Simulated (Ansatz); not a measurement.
A geometry of Te2Mo away from equilibrium: step 2 of the relaxation of a generated cell, Te2Mo placed in the AFLOW prototype AB2_hP9_180_d_j (C40, as in CrSi2). Method: PBE (plane waves to 420 eV, PAW, scalar-relativistic; Ansatz, a quantum-chemistry and plane-wave program). Γ-centred k-mesh 5×5×3 on the run's cell (coarser than for final values), Fermi–Dirac smearing 0.05 eV. The plane waves were selected for a different cell earlier on the path.

```
Te2Mo
1.0
    5.81756     0.00000     0.00000
   -2.90878     5.03815     0.00000
    0.00000     0.00000     8.46105
Mo Te
3 6
Direct
  0.50000   0.00000   0.00000
  0.50000   0.50000   0.33333
  0.00000   0.50000   0.66667
  0.16854   0.33709   0.00000
  0.83146   0.16854   0.33333
  0.66291   0.83146   0.66667
  0.83146   0.66291   0.00000
  0.16854   0.83146   0.33333
  0.33709   0.16854   0.66667
```

Problem. Give the Cartesian forces on all atoms (eV/Å).

Solution. 
```tsv
atom	Fx	Fy	Fz
Mo1	0.00	0.00	0.00
Mo2	0.00	0.00	0.00
Mo3	0.00	0.00	0.00
Te4	0.00	0.44	0.00
Te5	-0.38	0.22	0.00
Te6	-0.38	-0.22	0.00
Te7	0.00	-0.44	0.00
Te8	0.38	-0.22	0.00
Te9	0.38	0.22	0.00
```

The path ends in P6₂22 (No. 180) (AFLOW prototype AB2_hP9_180_d_j (C40, as in CrSi2)). The relaxed cell holds bonded Te–Te pairs (2.98 Å). No spin polarisation in the result. A magnetic state may lie lower.

The run could not lose the symmetry of its start: the end is stationary, and may be a saddle point rather than a minimum.

The end of the path is a generated cell of Te2Mo: the first start was made by placing the elements on the sites of a structure type, and the end was not matched to a known phase here, so it may be hypothetical. Known forms of Te2Mo include space group No. 194.
